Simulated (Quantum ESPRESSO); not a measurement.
# Hf2TaO5F3: one run as intended and one with a planted mistake

A calculation, not a measurement. The program is pw.x of Quantum ESPRESSO 7.5 (plane-wave density functional theory). The cell is made up: 11 atoms on a fluorite lattice with one site empty, with randomly drawn elements, strain and displacements, not relaxed. PseudoDojo standard norm-conserving files (v0.5 for PBE, v0.4.1 for LDA and PBEsol) set the functional; there is no spin polarisation, spin-orbit coupling or dispersion term, and the masses in the input are unused placeholders.

The hafnium pseudopotential is less sure than the others, with forces about 3 percent (worst 6) and pressure in oxides about 1.5 GPa (worst 2.7) from a second method in checks, which no rerun with the same files tests.

Intended input:

```
&control calculation='scf', pseudo_dir='./dojo.nc.sr.pbe.v0_5.standard.upf', outdir='./o', disk_io='medium', tprnfor=.true., tstress=.true. /
&system ibrav=0, nat=11, ntyp=4, nbnd=50, ecutwfc=84.00895049, nosym=.true., tot_charge=0,
 occupations='smearing', smearing='fd', degauss=0.0018374661
/
&electrons conv_thr=7.350e-09, electron_maxstep=60, /
ATOMIC_SPECIES
F 1.0 F.upf
Hf 1.0 Hf.upf
O 1.0 O.upf
Ta 1.0 Ta.upf
CELL_PARAMETERS angstrom
4.999 0.0 0.0
0.0 4.999 0.0
0.0 0.0 4.999
ATOMIC_POSITIONS angstrom
Hf -0.0411 -0.0317 0.0414
Ta -0.0064 2.4947 2.4883
Hf 2.5252 0.037 2.4426
O 1.2093 1.2852 1.2321
O 1.2699 1.2691 3.7521
O 1.2452 3.7336 1.2381
O 1.2278 3.7541 3.7652
O 3.7511 1.2915 1.257
F 3.6795 1.2232 3.7221
F 3.708 3.7584 1.2951
F 3.7783 3.7593 3.7962
K_POINTS automatic
5 5 5 1 1 1
```

The log is shortened where brackets say so; the opening notice, blank lines, dates and the lines on written files are dropped, and the path of the files is cut. It prints rydbergs, bohrs and kilobars, and counts compression as positive stress. Where no state is partly filled, the Fermi energy that it prints is only some level between the filled and the empty states on the mesh, and need not lie in the true gap.

Log of the intended run:

```
     Program PWSCF v.7.5
     Parallel version (MPI & OpenMP), running on       1 processor cores
     Number of MPI processes:                 1
     Threads/MPI process:                     1
     [start-up lines left out]
     bravais-lattice index     =            0
     lattice parameter (alat)  =       9.4467  a.u.
     unit-cell volume          =     843.0358 (a.u.)^3
     number of atoms/cell      =           11
     number of atomic types    =            4
     number of electrons       =        88.00
     number of Kohn-Sham states=           50
     kinetic-energy cutoff     =      84.0090  Ry
     charge density cutoff     =     336.0358  Ry
     scf convergence threshold =      7.3E-09
     mixing beta               =       0.7000
     number of iterations used =            8  plain     mixing
     Exchange-correlation= PBE
                           (   1   4   3   4   0   0   0)
     [axes and pseudopotential details left out]
   Cartesian axes
     site n.     atom                  positions (alat units)
         1        Hf     tau(   1) = (  -0.0082216  -0.0063413   0.0082817  )
         2        Ta     tau(   2) = (  -0.0012803   0.4990398   0.4977596  )
         3        Hf     tau(   3) = (   0.5051410   0.0074015   0.4886177  )
         4        O      tau(   4) = (   0.2419084   0.2570914   0.2464693  )
         5        O      tau(   5) = (   0.2540308   0.2538708   0.7505701  )
         6        O      tau(   6) = (   0.2490898   0.7468694   0.2476695  )
         7        O      tau(   7) = (   0.2456091   0.7509702   0.7531906  )
         8        O      tau(   8) = (   0.7503701   0.2583517   0.2514503  )
         9        F      tau(   9) = (   0.7360472   0.2446889   0.7445689  )
        10        F      tau(  10) = (   0.7417483   0.7518304   0.2590718  )
        11        F      tau(  11) = (   0.7558112   0.7520104   0.7593919  )
     number of k points=    63  Fermi-Dirac smearing, width (Ry)=  0.0018
                       cart. coord. in units 2pi/alat
        k(    1) = (   0.1000000   0.1000000   0.1000000), wk =   0.0320000
        k(    2) = (   0.1000000   0.1000000   0.3000000), wk =   0.0320000
     [further k points left out]
     Dense  grid:    87655 G-vectors     FFT dimensions: (  60,  60,  60)
     Estimated max dynamical RAM per process >     149.31 MB
     Initial potential from superposition of free atoms
     starting charge      87.9953, renormalised to      88.0000
     Starting wfcs are   62 randomized atomic wfcs
     total cpu time spent up to now is       35.6 secs
     per-process dynamical memory:    92.1 Mb
     Self-consistent Calculation
     iteration #  1     ecut=    84.01 Ry     beta= 0.70
     Davidson diagonalization with overlap
     ethr =  1.00E-02,  avg # of iterations =  2.0
     total cpu time spent up to now is      103.4 secs
     total energy              =    -667.82841722 Ry
     estimated scf accuracy    <       4.39452506 Ry
     iteration #  2     ecut=    84.01 Ry     beta= 0.70
     Davidson diagonalization with overlap
     ethr =  4.99E-03,  avg # of iterations =  6.2
     total cpu time spent up to now is      219.3 secs
     total energy              =    -664.13173806 Ry
     estimated scf accuracy    <      36.63250093 Ry
     [iterations 3 to 13 left out]
     iteration # 14     ecut=    84.01 Ry     beta= 0.70
     Davidson diagonalization with overlap
     ethr =  8.83E-10,  avg # of iterations =  4.7
     total cpu time spent up to now is     1106.6 secs
     total energy              =    -670.14119674 Ry
     estimated scf accuracy    <       0.00000022 Ry
     iteration # 15     ecut=    84.01 Ry     beta= 0.70
     Davidson diagonalization with overlap
     ethr =  2.48E-10,  avg # of iterations =  3.1
     total cpu time spent up to now is     1166.5 secs
     End of self-consistent calculation
     [lines on levels left out]
     the Fermi energy is    11.6769 ev
!    total energy              =    -670.14119679 Ry
     estimated scf accuracy    <          5.3E-09 Ry
     smearing contrib. (-TS)   =      -0.00000000 Ry
     internal energy E=F+TS    =    -670.14119679 Ry
     The total energy is F=E-TS. E is the sum of the following terms:
     one-electron contribution =    -176.08914321 Ry
     hartree contribution      =     137.23572363 Ry
     xc contribution           =    -161.73363820 Ry
     ewald contribution        =    -469.55413900 Ry
     convergence has been achieved in  15 iterations
     Forces acting on atoms (cartesian axes, Ry/au):
     atom    1 type  2   force =     0.23626501    0.08080065    0.02860072
     atom    2 type  4   force =     0.33333577   -0.10592796   -0.05396547
     atom    3 type  2   force =    -0.26442237    0.06937377   -0.02217938
     atom    4 type  3   force =    -0.04801772   -0.02098072    0.07097058
     atom    5 type  3   force =    -0.11177218   -0.00597056   -0.06696257
     atom    6 type  3   force =    -0.09609133    0.01500143    0.05971288
     atom    7 type  3   force =    -0.07378818    0.01013344   -0.06641467
     atom    8 type  3   force =     0.02384351   -0.01786340    0.05740737
     atom    9 type  1   force =     0.03088532    0.01789599    0.01914046
     atom   10 type  1   force =     0.00698071   -0.02294416    0.00333037
     atom   11 type  1   force =    -0.03721854   -0.01951848   -0.02964029
     Total force =     0.566101     Total SCF correction =     0.000249
     Computing stress (Cartesian axis) and pressure
          total   stress  (Ry/bohr**3)                   (kbar)     P=      -13.30
  -0.00021902  -0.00015110   0.00006727          -32.22      -22.23        9.90
  -0.00015110  -0.00009673  -0.00006159          -22.23      -14.23       -9.06
   0.00006727  -0.00006159   0.00004454            9.90       -9.06        6.55
     init_run     :     31.70s CPU     35.41s WALL (       1 calls)
     electrons    :   1077.53s CPU   1130.91s WALL (       1 calls)
     forces       :      9.71s CPU      9.83s WALL (       1 calls)
     stress       :     48.09s CPU     50.26s WALL (       1 calls)
     [timing details left out]
     PWSCF        :  19m27.44s CPU  20m28.84s WALL
     JOB DONE.
```

A second run has one planted mistake: the self-consistency threshold is too loose. The input lines that differ, file-writing options aside:

```
- &electrons conv_thr=7.350e-09, electron_maxstep=60, /
+ &electrons conv_thr=2.205e-03, electron_maxstep=60, /
```

Its log:

```
     Program PWSCF v.7.5
     Parallel version (MPI & OpenMP), running on       1 processor cores
     Number of MPI processes:                 1
     Threads/MPI process:                     1
     [start-up lines left out]
     bravais-lattice index     =            0
     lattice parameter (alat)  =       9.4467  a.u.
     unit-cell volume          =     843.0358 (a.u.)^3
     number of atoms/cell      =           11
     number of atomic types    =            4
     number of electrons       =        88.00
     number of Kohn-Sham states=           50
     kinetic-energy cutoff     =      84.0090  Ry
     charge density cutoff     =     336.0358  Ry
     scf convergence threshold =      2.2E-03
     mixing beta               =       0.7000
     number of iterations used =            8  plain     mixing
     Exchange-correlation= PBE
                           (   1   4   3   4   0   0   0)
     [axes and pseudopotential details left out]
   Cartesian axes
     site n.     atom                  positions (alat units)
         1        Hf     tau(   1) = (  -0.0082216  -0.0063413   0.0082817  )
         2        Ta     tau(   2) = (  -0.0012803   0.4990398   0.4977596  )
         3        Hf     tau(   3) = (   0.5051410   0.0074015   0.4886177  )
         4        O      tau(   4) = (   0.2419084   0.2570914   0.2464693  )
         5        O      tau(   5) = (   0.2540308   0.2538708   0.7505701  )
         6        O      tau(   6) = (   0.2490898   0.7468694   0.2476695  )
         7        O      tau(   7) = (   0.2456091   0.7509702   0.7531906  )
         8        O      tau(   8) = (   0.7503701   0.2583517   0.2514503  )
         9        F      tau(   9) = (   0.7360472   0.2446889   0.7445689  )
        10        F      tau(  10) = (   0.7417483   0.7518304   0.2590718  )
        11        F      tau(  11) = (   0.7558112   0.7520104   0.7593919  )
     number of k points=    63  Fermi-Dirac smearing, width (Ry)=  0.0018
                       cart. coord. in units 2pi/alat
        k(    1) = (   0.1000000   0.1000000   0.1000000), wk =   0.0320000
        k(    2) = (   0.1000000   0.1000000   0.3000000), wk =   0.0320000
     [further k points left out]
     Dense  grid:    87655 G-vectors     FFT dimensions: (  60,  60,  60)
     Estimated max dynamical RAM per process >     149.31 MB
     Initial potential from superposition of free atoms
     starting charge      87.9953, renormalised to      88.0000
     Starting wfcs are   62 randomized atomic wfcs
     total cpu time spent up to now is       28.3 secs
     per-process dynamical memory:    92.1 Mb
     Self-consistent Calculation
     iteration #  1     ecut=    84.01 Ry     beta= 0.70
     Davidson diagonalization with overlap
     ethr =  1.00E-02,  avg # of iterations =  2.0
     total cpu time spent up to now is       88.8 secs
     total energy              =    -667.82841722 Ry
     estimated scf accuracy    <       4.39452506 Ry
     iteration #  2     ecut=    84.01 Ry     beta= 0.70
     Davidson diagonalization with overlap
     ethr =  4.99E-03,  avg # of iterations =  6.2
     total cpu time spent up to now is      166.9 secs
     total energy              =    -664.13173806 Ry
     estimated scf accuracy    <      36.63250093 Ry
     [iterations 3 to 7 left out]
     iteration #  8     ecut=    84.01 Ry     beta= 0.70
     Davidson diagonalization with overlap
     c_bands:  1 eigenvalues not converged
     c_bands:  1 eigenvalues not converged
     ethr =  7.29E-06,  avg # of iterations =  5.4
     total cpu time spent up to now is      573.0 secs
     total energy              =    -670.14109290 Ry
     estimated scf accuracy    <       0.00376644 Ry
     iteration #  9     ecut=    84.01 Ry     beta= 0.70
     Davidson diagonalization with overlap
     ethr =  4.28E-06,  avg # of iterations =  2.9
     total cpu time spent up to now is      637.6 secs
     End of self-consistent calculation
     [lines on levels left out]
     the Fermi energy is    11.6726 ev
!    total energy              =    -670.14022213 Ry
     estimated scf accuracy    <       0.00121571 Ry
     smearing contrib. (-TS)   =      -0.00000000 Ry
     internal energy E=F+TS    =    -670.14022213 Ry
     The total energy is F=E-TS. E is the sum of the following terms:
     one-electron contribution =    -176.14866003 Ry
     hartree contribution      =     137.28260124 Ry
     xc contribution           =    -161.72002433 Ry
     ewald contribution        =    -469.55413900 Ry
     convergence has been achieved in   9 iterations
     Forces acting on atoms (cartesian axes, Ry/au):
     atom    1 type  2   force =     0.23563690    0.08048673    0.02872229
     atom    2 type  4   force =     0.33566297   -0.10638068   -0.05435696
     atom    3 type  2   force =    -0.26384916    0.06903616   -0.02194315
     atom    4 type  3   force =    -0.04881886   -0.02018380    0.07114121
     atom    5 type  3   force =    -0.11241403   -0.00523923   -0.06709311
     atom    6 type  3   force =    -0.09712772    0.01464811    0.06005710
     atom    7 type  3   force =    -0.07506094    0.00999250   -0.06683360
     atom    8 type  3   force =     0.02389851   -0.01771529    0.05793151
     atom    9 type  1   force =     0.03156585    0.01810293    0.01859381
     atom   10 type  1   force =     0.00735081   -0.02314381    0.00387310
     atom   11 type  1   force =    -0.03684433   -0.01960361   -0.03009221
     Total force =     0.567688     Total SCF correction =     0.109109
     SCF correction compared to forces is large: reduce conv_thr to get better values
     Computing stress (Cartesian axis) and pressure
          total   stress  (Ry/bohr**3)                   (kbar)     P=       -8.31
  -0.00017236  -0.00015019   0.00007197          -25.36      -22.09       10.59
  -0.00015019  -0.00007665  -0.00005759          -22.09      -11.28       -8.47
   0.00007197  -0.00005759   0.00007955           10.59       -8.47       11.70
     init_run     :     25.49s CPU     28.09s WALL (       1 calls)
     electrons    :    575.39s CPU    609.36s WALL (       1 calls)
     forces       :     13.67s CPU     13.89s WALL (       1 calls)
     stress       :     49.23s CPU     51.06s WALL (       1 calls)
     [timing details left out]
     PWSCF        :  11m 4.27s CPU  11m43.58s WALL
     JOB DONE.
```

|  | intended run | run with the mistake |
| --- | --- | --- |
| free energy (eV) | -9117.735 | -9117.722 |
| smearing term -TS (eV) | 0.0000 | 0.0000 |
| pressure (GPa) | -1.33 | -0.83 |
| largest force component (eV/Å) | 8.570 | 8.630 |
| largest change of a force component (eV/Å) |  | 0.060 |
| iterations | 15 | 9 |

For scale, a rerun of the intended cell at a cutoff of 1437 eV and k mesh 7 x 7 x 7 moved values by no more than 0.004 eV in energy, 0.04 GPa in stress and 0.003 eV/Å in force.